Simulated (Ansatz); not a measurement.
Course of a relaxation: Si₅O

A trial structure of Si₅O was built thus: random cell by space group and Wyckoff sites (P-62m, No. 189). Lengths were set from tabulated atomic sizes, so they are only a guess.

```
Si O
1.0
     4.68280    0.00000    0.00000
    -2.34140    4.05543    0.00000
     0.00000    0.00000    4.90936
Si O
5 1
Direct
  0.69290 0.00000 0.00000
  0.00000 0.69290 0.00000
  0.30710 0.30710 0.00000
  0.33333 0.66667 0.00000
  0.66667 0.33333 0.00000
  0.00000 0.00000 0.00000
```

Method: DFT PBE, scalar-relativistic, plane waves, PAW in Ansatz 0.2.0. Cutoff 420 eV, Gaussian smearing, Γ-centred meshes. Cell and atoms relax first on a coarse mesh and then on a finer one. In between, the cell is made exact in the group found at 0.06 Å. In metals the finer mesh still leaves noise of several meV/atom or more. The steps can't lower the symmetry of their start. No spin polarisation in the relaxation; trial moments died out in a coarse test.

Steps on the 6×6×4 mesh (6 atoms, 29 steps). The free energy counts from the last step; some steps are skipped; the plane-wave basis is renewed at times, which shifts energy and pressure.

```csv
step,ΔF (meV/atom),V (Å³/atom),P (GPa),largest force component (eV/Å)
1,7546.0,15.54,205.39,13.693
2,4847.5,17.08,138.42,5.612
4,1911.5,20.35,55.99,0.541
5,1188.5,22.04,31.55,0.672
7,610.5,24.60,2.72,0.256
8,577.6,23.85,0.41,0.209
10,530.7,21.57,-0.97,0.048
11,496.5,20.32,-1.03,0.152
13,338.4,17.91,-1.49,0.295
14,261.7,16.70,-0.07,0.147
16,238.5,15.95,1.16,0.004
17,236.6,16.02,-0.54,0.019
19,85.0,15.95,6.01,0.168
20,63.5,16.51,1.15,0.050
22,61.8,16.70,-0.28,0.016
23,61.6,16.65,-0.05,0.021
25,130.3,15.29,15.05,0.314
26,11.7,16.37,2.01,0.033
28,4.6,16.84,-0.19,0.000
29,0.0,16.84,0.08,0.010
```

The relaxed structure, after a last relaxation on the converged mesh:

```yaml
crystal:
  lattice:
    - [6.62528, 0.00000, 0.00000]
    - [-3.31264, 5.73766, 0.00000]
    - [0.00000, 0.00000, 2.60729]
  atoms:
    - { symbol: Si, position: [0.72125, 0.00000, 0.00000] }
    - { symbol: Si, position: [0.00000, 0.72125, 0.00000] }
    - { symbol: Si, position: [0.27875, 0.27875, 0.00000] }
    - { symbol: Si, position: [0.33333, 0.66667, 0.00000] }
    - { symbol: Si, position: [0.66667, 0.33333, 0.00000] }
    - { symbol: O, position: [0.00000, 0.00000, 0.00000] }
```

The symmetry stays P-62m (No. 189). The volume per atom grows by 6.3 %, from 15.5 to 16.5 Å³. The shortest distance goes from 1.44 Å (Si–O) to 1.85 Å (Si–O). The ratio c/a of the conventional cell changes by a factor of 0.38. The energy falls by about 7.6 eV/atom (the start's value is from the coarse mesh). Around Si on a site of symmetry m2m lie 1 O at 1.85 Å and 2 Si at 2.41 Å; around Si on a site of symmetry -6 lie 3 Si at 2.41 Å and 2 Si at 2.61 Å; around O lie 3 Si at 1.85 Å.

```json
{
 "Volume per atom": "16.52 Å³",
 "Density": "2.62 g/cm³",
 "Energy over the elements": "−0.04 eV/atom",
 "Gap on the 6×6×14 mesh of the 6-atom cell": "0 eV (a metal)"
}
```

Formation energies are uncorrected and refer to the elements' standard structures at the same level (O₂ as a molecule).

The last run used Gaussian smearing of 0.10 eV. A structure relaxed within its symmetry needn't be a true minimum. In all, the 4 runs took 7.1 min on 1 thread of Intel(R) Xeon(R) Processor @ 2.50GHz (Skylake/Cascade Lake) (shared host).
